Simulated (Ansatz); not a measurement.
One crystal and one scan (energy over volume and axial ratio) at two levels, PBE (plane waves to 420 eV, PAW, scalar-relativistic; Ansatz, a first-principles code) and PBEsol (plane waves to 420 eV, PAW, scalar-relativistic; Ansatz), each from its own relaxed cell and on its own mesh.

The crystal is CoSi2 (fluorite type, space group Fm-3m); volume and axial ratio are varied about the relaxed values (subscript 0).

Energies are smeared free energies. CoSi2 is run without spin polarisation. CoSi2 was relaxed with its symmetry unable to fall. The PAW data are Ansatz's earlier set. With partly filled bands, the response to shear is sensitive to the k mesh, so small differences along c/a are uncertain. Both scans cover V/V₀ from 0.960 to 1.040 and (c/a)/(c/a)₀ from 0.960 to 1.040.

```json
[
 {"quantity": "Lattice constant a (Å)", "run 1": "5.360", "run 2": "5.313"},
 {"quantity": "Shear modulus C′ = (C11 − C12)/2 (fit, atoms clamped) (GPa)", "run 1": "43", "run 2": "50"}
]
```

Which run is which level?

Run 1 is PBE, run 2 is PBEsol. PBE gives the higher value for: lattice constant a. PBE gives the lower value for: shear modulus C′.

(Under strain, the slope of the energy per volume gives the stress and its curvature an elastic modulus.)
